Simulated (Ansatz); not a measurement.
Values for one crystal, relaxed and computed with PBEsol (plane waves, PAW; program Ansatz); other levels are named.

- Volume per atom = 20.16 Å³
- Electronic character = metallic (no gap)
- Highest zone-centre frequency = 206 cm^-1
- Debye temperature from the elastic constants = 230 K
- Elastic constants (relaxed ions, GPa) = C11 = 156, C12 = 116, C13 = 93.6, C33 = 183, C44 = 46.0
- Hill bulk and shear moduli = 122 and 32.6 GPa
- Zone-centre stability = no imaginary mode at Γ

Q: Which compound is it?
A. GaSb, rock salt
B. VS, NiAs type
C. SbPd, NiAs type
D. InSb, wurtzite

A: C, SbPd, NiAs type

Space group P6_3/mmc (NiAs type). The workflow started from a Materials Project entry (that database holds measured and hypothetical structures alike); the Crystallography Open Database files this formula in space group No. 194, but the cells were not matched. Whether it is the stable phase at ambient conditions was not checked. Symmetry was held in the PBEsol relaxation. The run is not spin-polarised. As this level gives no gap, shear constants depend on the k-mesh and smearing (Fermi–Dirac, 0.1 eV here). As this level gives no gap, phonon frequencies hold no LO–TO term and depend on the k-mesh and smearing (Fermi–Dirac, 0.1 eV here). Spin–orbit coupling is left out wherever it is not named.

Potentials: the later of the program's two PAW sets.
